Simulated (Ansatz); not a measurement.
**In2Pd5: reading a single point**

```xyz
14
Lattice="0.0000 5.6920 0.0000 7.3459 -2.8460 0.0000 0.7720 0.0000 -6.2432" Properties=species:S:1:pos:R:3 pbc="T T T"
Pd    3.6547    3.2592   -4.2841
Pd    4.8492    0.4132   -5.0807
Pd    4.4632   -0.4132   -1.9591
Pd    3.2687    2.4327   -1.1625
Pd    1.8542    0.5419   -3.6129
Pd    6.6497    3.3879   -5.7519
Pd    6.2637    2.3041   -2.6303
Pd    1.4682   -0.5419   -0.4913
In    2.2699    1.7702   -5.7625
In    6.2340   -1.0758   -3.6023
In    5.8480    1.0758   -0.4807
In    1.8839    3.9218   -2.6409
Pd    0.5790    3.2598   -4.6824
Pd    0.1930    2.4322   -1.5608
```

Level: r2SCAN, no spin polarisation; 500 eV; 5×5×4 Γ-centred mesh; fermi-dirac occupations (width 0.1 eV); Ansatz 0.2.0, fixed geometry.

Task: Which atom feels the largest force, and which way?

Result: The largest is on Pd1 (and as large on other atoms): 1.90 eV/Å, components (1.84, 0.46, -0.10). It makes 131° with the line to a nearest neighbour, In12 at 2.50 Å.

Task: What is the formation energy?

Result: 0.02 eV an atom against the elements' usual phases (free molecules for gases, crystals otherwise, with no correction for O₂ or N₂), too near zero to call. Relaxing would lower it.

Task: Is there a gap?

Result: It is a metal, with about 4.9 states/eV a cell as the mean within 0.25 eV of the Fermi level, mostly Pd d (45 %) and In p (40 %).

Task: What does the stress say?

Result: The pressure is 4.0 GPa (compression positive), so with the atoms held at these fractions the cell would first expand; the forces are large, so a full relaxation may end otherwise. The principal stresses -0.6, 2.7, 9.9 GPa differ, so its shape would change too.

Task: What do density and ELF say about some of the short contacts?

Result: In–Pd at 2.50 Å: least valence density 0.45 e/Å³ and ELF 0.22 there. These are pseudo-fields; inside the PAW spheres they differ from the all-electron ones.

Origin: a known structure type with other elements, at an estimated volume, so it need not be a known compound. Caveats: atoms or cell far from equilibrium.

Run time, from a saved density: 3.9 min on 1 thread of Intel(R) Xeon(R) 6975P-C (Granite Rapids), on a shared host, peak memory 1.9 GiB. The time holds forces, stress, Bader, DOS, bands, ELF.
